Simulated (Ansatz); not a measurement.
Structure optimisation: indium, A15

Level of theory: DFT, BLYP, plane waves (420 eV) with PAW, scalar-relativistic in Ansatz 0.2.0. The PAW files were generated under PBE, with cores re-solved for the functional.

k-point mesh 5×5×5, Fermi-Dirac smearing 0.1 eV, no spin polarisation. Cell and atoms relax.

Starting structure:

```
In
1.0
     5.93588    0.00000    0.00000
     0.00000    5.93588    0.00000
     0.00000    0.00000    5.93588
In
8
Direct
  0.00000 0.00000 0.00000
  0.50000 0.50000 0.50000
  0.25000 0.00000 0.50000
  0.75000 0.00000 0.50000
  0.50000 0.25000 0.00000
  0.50000 0.75000 0.00000
  0.00000 0.50000 0.25000
  0.00000 0.50000 0.75000
```

Q: The pressure at the start is 7.3 GPa. By how much does the volume change?

A: From 26.14 to 31.90 Å³ per atom, 22.0 %. The final cell has a = 6.343 Å.

Q: How much energy does the relaxation gain?

A: 107.1 meV per atom.

Path of the relaxation (the plane waves are chosen anew near the end, which can shift the energy a little):

| step | E − E(final) (meV/atom) | V (Å³/atom) | P (GPa) | max force (eV/Å) |
| --- | --- | --- | --- | --- |
| 0 | 107.05 | 26.144 | 7.31 | 0.000 |
| 1 | 7.73 | 30.156 | 1.44 | 0.000 |
| 2 | 1.22 | 31.331 | 0.42 | 0.000 |
| 3 | 0.57 | 31.900 | 0.00 | 0.000 |
| 4 | 0.00 | 31.900 | 0.00 | 0.000 |
